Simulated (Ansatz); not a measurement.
Nb (bcc (W type)), relaxed and computed with several functionals in Ansatz (plane waves, PAW).

```
functional  a (Å)
----------  -----
LDA         3.248
PBE+D3(BJ)  3.267
PBE         3.309
r²SCAN      3.302
r²SCAN+D4   3.297
PBEsol      3.270
```

All cells were relaxed under the symmetry of their starts (and spin orders); stability against distortions was not tested throughout. Named crystals with no word on spin ran without spin polarisation. Scalar-relativistic: spin–orbit coupling is off unless named, which matters more the heavier the elements.

Potentials: the earlier of the program's two PAW sets. The files were generated under PBE; for other functionals the program regenerates the frozen cores, and for LDA and PBEsol the local potential too.

Ansatz (a program for electronic structure) is a plane-wave DFT program.
